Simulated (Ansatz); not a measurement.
# Co3Sn2Se2 in Ansatz, settings compared

The input file (Ansatz 0.2.0, plane waves):

```yaml
crystal:
  lattice:
    - [2.753798, 4.769713, 0.0]
    - [-2.753798, 4.769713, 0.0]
    - [0.0, -3.179805, 4.498476]
  atoms:
    - { symbol: Co, position: [0.0, 0.0, 0.5] }
    - { symbol: Co, position: [0.5, 0.0, 0.5] }
    - { symbol: Co, position: [0.0, 0.5, 0.5] }
    - { symbol: Se, position: [0.283, 0.283, 0.849] }
    - { symbol: Se, position: [0.717, 0.717, 0.151] }
    - { symbol: Sn, position: [0.5, 0.5, 0.5] }
    - { symbol: Sn, position: [0.0, 0.0, 0.0] }
  symmetry: { tolerance: 0.0003 }
kpoints:
  mp_grid: { grid: [4, 4, 4], shift: [0, 0, 0] }
magnetization:
  spin_polarized: false
scf:
  occupations: { method: fermi_dirac }
hamiltonian:
  pseudopotentials: { kind: paw }
  xc: pbe
basis:
  ecutwfc: 420
output:
  forces: true
  stress: true
  eigenvalues: true
```

Run with:

```bash
ansatz run input.yaml --threads 1 --pin off --max-ram 2560MiB --backend cpu --events-out ev --progress --plain --runs-dir out
```

Origin of the cell: a known structure type with other elements, at an estimated volume, so it need not be a known compound.

The smearing width isn't typed, so it takes its default of 0.1 eV.

Output of this run (shortened):

```
SCF iter   1: F=—  HF=-38366.357181 eV  Δρ=3.21e-3  dr2=7.68e-3  defer=5
SCF iter   2: F=—  HF=-38366.356900 eV  Δρ=1.79e-3  dr2=3.03e-3  defer=5
SCF iter   3: F=—  HF=-38366.356740 eV  Δρ=3.65e-4  dr2=2.07e-4  defer=5
SCF iter   4: F=—  HF=-38366.356728 eV  Δρ=1.37e-4  dr2=5.69e-5  defer=5
SCF iter   5: F=—  HF=-38366.356718 eV  Δρ=9.00e-5  dr2=1.26e-5  defer=5
SCF iter   6: F=—  HF=-38366.356713 eV  Δρ=2.18e-5  dr2=5.90e-7  defer=5
SCF iter   7: F=—  HF=-38366.356713 eV  Δρ=1.88e-5  dr2=3.19e-7
SCF iter   8: F=-38366.356713 eV  HF=-38366.356713 eV  Δρ=5.03e-6  dr2=2.89e-8
SCF 1 converged in 8 iterations: F = -38366.356713 eV  dr2 = 2.89e-8
SCF converged after 8 iterations
Free energy (F): -38366.356713 eV
Harris-Foulkes:  -38366.356713 eV  (|F-HF|=1.62e-8)
Internal energy: -38366.185380 eV  (E = F + TS)
E sigma→0 (E₀):  -38366.271047 eV
Entropy (-TS):   -0.171334 eV (-24.476 meV/atom)
Fermi energy:    14.380675 eV
--- Per-component energies (eV) ---
  E_band       = -1609.656362
  E_kinetic    = 1980.408998
  E_local      = -16750.352209  (includes V_loc(G=0)·N_el)
  E_nonlocal   = 125.630049
  E_hartree    = 7902.520410
  E_xc         = -1451.239613
  E_vxc        = -1005.638481  (∫ρ·V_xc dr)
  E_paw        = -16656.015123  (= ΣΔE_a)
  E_vpaw       = -1764.738918  (= ΣTr[D̂ρ^β])
  E_aug_tail   = -0.000965  (compensation charges beyond the density's cutoff)
  E_ewald      = -13517.136927
  E_smearing   = -0.171334  (= −TS)
  Σ components = -38366.356713   (vs F -38366.356713, Δ=0.00e0)
--- Forces (eV/Å), atoms counted from 1 ---
  atom   1  Co    -0.000000     0.000000    -0.000000
  atom   2  Co    -0.000000     0.000000    -0.000000
  atom   3  Co    -0.000000     0.000000     0.000000
  atom   4  Se     0.000000     0.000000     1.020581
  atom   5  Se    -0.000000    -0.000000    -1.020581
  atom   6  Sn     0.000000     0.000000     0.000000
  atom   7  Sn     0.000000    -0.000000     0.000000
  max |Σ_I F_I| component: 1.73e-18 eV/Å
--- Stress (GPa, compression-positive) ---
        0.387085      -0.000000      -0.000000
       -0.000000       0.387085       0.000002
       -0.000000       0.000002       5.204961
  P = ⅓ Tr σ = 1.9930 GPa (19.930 kbar)
```

The same input was run again with these changes:

1. `scf.initial_density.chi_scale` default → 0.0; `scf.n_extra_bands` default → 32
2. `scf.eigensolver.kind` default → davidson; `basis.precision` default → f64; `kpoints.mp_grid.grid` [4, 4, 4] → [3, 3, 3]
3. `basis.ecutrho_ratio` default → 8; `scf.eigensolver.kind` default → davidson; `basis.precision` default → f64
4. `hamiltonian.xc` pbe → lda; `hamiltonian.hubbard` default → { sites: [{ species: Co, l: d, u_eff: 3.0 }], double_counting: fll }

```json
{"run": "base", "end": "converged", "SCF iterations": "8", "P (GPa)": "1.99", "max force component (eV/Å)": "1.021", "moment (μB)": "–", "ΔE(σ→0) (meV/atom)": "0"}
{"run": "1", "end": "converged", "SCF iterations": "12", "P (GPa)": "1.99", "max force component (eV/Å)": "1.021", "moment (μB)": "–", "ΔE(σ→0) (meV/atom)": "0.00"}
{"run": "2", "end": "converged", "SCF iterations": "8", "P (GPa)": "1.74", "max force component (eV/Å)": "1.076", "moment (μB)": "–", "ΔE(σ→0) (meV/atom)": "-7.87"}
{"run": "3", "end": "converged", "SCF iterations": "8", "P (GPa)": "1.99", "max force component (eV/Å)": "1.021", "moment (μB)": "–", "ΔE(σ→0) (meV/atom)": "0.00"}
{"run": "4", "end": "converged", "SCF iterations": "14", "P (GPa)": "-7.79", "max force component (eV/Å)": "0.287", "moment (μB)": "–", "ΔE(σ→0) (meV/atom)": "–"}
```

Energies are compared only where functional, datasets, charge and starting cell are the same.

Not properties of the system: run 2 (too coarse or loose: `kpoints.mp_grid.grid` = [3, 3, 3]).

Caveats of the base run: no spin polarisation, so a magnetic state may lie lower; the k mesh is coarse if the cell is a metal.

Time of the base run: 7.8 s on 1 thread of Arm Neoverse V1, with other jobs on the host, peak memory 0.45 GiB, from the program's own first density.
